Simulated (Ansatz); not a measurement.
# Ge (P6_3/mmc), an elastic constant from a strain scan

The calculation used DFT r2SCAN, scalar-relativistic, plane waves, PAW (Ansatz). Cutoff 500 eV, Γ-centred 12×12×4 k-points, Gaussian smearing of 0.03 eV. No spin polarisation. Energies are free energies at this smearing, counted from the undisturbed cell; pressure is positive in compression.

Zero of the scan (relaxed at this level; this form isn't the usual structure):

```
Ge
1.0
     4.00346    0.00000    0.00000
    -2.00173    3.46709    0.00000
     0.00000    0.00000   13.15265
Ge
8
Direct
  0.00000 0.00000 0.40684
  0.00000 0.00000 0.59316
  0.00000 0.00000 0.90684
  0.00000 0.00000 0.09316
  0.33333 0.66667 0.34412
  0.66667 0.33333 0.65588
  0.66667 0.33333 0.84412
  0.33333 0.66667 0.15588
```

The cell is strained by ε times the Voigt pattern (1, -1, 0, 0, 0, 0) (xx, yy, zz, yz, xz, xy; engineering shear) with fractional coordinates fixed. The cell holds 8 atoms in V0 = 182.56 Å³. The stress column is τ = (1/V0) dE/dε, got from the stress tensor σ (compression positive) at each point as −det(1 + εP) σ : P(1 + εP)⁻¹, with P the pattern as a tensor.

| ε | ΔE (meV/atom) | τ (GPa) |
| --- | --- | --- |
| -0.0450 | 42.034 | -13.072 |
| -0.0300 | 18.711 | -8.749 |
| 0.0000 | 0.000 | 0.000 |
| 0.0150 | 4.711 | 4.419 |
| 0.0450 | 42.816 | 13.466 |
| 0.0600 | ? | ? |

Task: Which combination of elastic constants does this scan measure, and how large is it?

Result: For small ε, τ = τ0 + Kε with K = pᵀCp, which for this pattern is C11 + C22 − 2 C12 in the Cartesian frame shown. The parabola through τ at ε = -0.0300, 0 and 0.0150 has slope K = 294 GPa at zero. The energies per cell, E = NΔE, of the same two points give K = 2[E(ε₊)/ε₊ − E(ε₋)/ε₋]/[(ε₊ − ε₋)V0] = 293 GPa, in agreement. These are clamped-ion values.

Task: Predict the withheld row at ε = 0.0600 from the harmonic law, and compare.

Result: ΔE = V0(τ0 ε + Kε²/2)/N = 75.278 meV/atom and τ = 17.62 GPa. The calculation gives 76.523 meV/atom and 18.07 GPa, a miss of 1.7 % of the harmonic energy, so the harmonic law still holds here.

Forces appear on the atoms along this scan, and letting them relax would lower the energy and soften the response. The gap closes along the scan, which can put kinks into the curve.